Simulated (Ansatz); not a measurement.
BiTe (R-3m), stationary points along a deformation path

Computed with DFT r2SCAN, scalar-relativistic, plane waves, PAW (Ansatz 0.2.0). Settings: plane waves to 500 eV, k-mesh 18×18×18 (Γ-centred), Gaussian smearing 0.15 eV. Spin–orbit coupling is left out, which can shift energies with elements as heavy as these. No spin polarisation. Energies are free energies at this smearing, counted from the undisturbed cell; pressure is positive in compression.

The starting cell (relaxed at this level; it needn't be the usual structure):

```yaml
crystal:
  lattice:
    - [2.41096, 1.39197, 3.29688]
    - [-2.41096, 1.39197, 3.29688]
    - [0.00000, -2.78393, 3.29688]
  atoms:
    - { symbol: Bi, position: [0.50000, 0.50000, 0.50000] }
    - { symbol: Te, position: [0.00000, 0.00000, 0.00000] }
```

At fixed volume and fractional coordinates, lengths along (0.000, 0.000, 1.000) are scaled against those across it; ρ is that ratio over its starting value. V = 33.193 Å³/atom. Δσ is the stress along the axis less the mean stress across it (compression positive).

```
    ρ  ΔE (meV/atom)  Δσ (GPa) space group
0.850           50.1      4.46         R-3m
0.920           13.2      2.26         R-3m
1.000            0.0      0.12         R-3m
1.100            5.0     -0.32         R-3m
1.200            6.5      0.01         R-3m
```

Task: How does the stress give the slope of the energy, and where is the energy stationary?

Result: Along the path d ln(length) is 2/3 d ln ρ on the axis and −1/3 d ln ρ across it, so dE/d ln ρ = −(2/3) V Δσ: the energy falls with ρ where Δσ is positive. Δσ vanishes or changes sign between ρ = 1.000 and 1.100, a minimum (near 1.03 by linear interpolation); at ρ = 1.200 (R-3m, an end of the scan), at 6.5 meV/atom. Pairs of stationary points between two samples would go unseen, and could change a minimum read from distant neighbours into a maximum.

Task: Integrate that slope from ρ = 1 to 0.850 by the trapezoid rule.

Result: With V/N in Å³ and 1 eV/Å³ = 160.2 GPa the slopes at ρ = 1.000, 0.920, 0.850 are -16, -312, -616 meV/atom per unit of ln ρ. The steps add 13.7 + 36.7 = 50.4 meV/atom, against 50.1 from the energies; the trapezoid rule misses the curvature of the slope within each step.

In a metal these slopes depend on the k mesh and the smearing.

Cost: 5 runs of about 8.1 core-minutes in all, on Intel Xeon Platinum 8375C (Ice Lake) (shared hosts).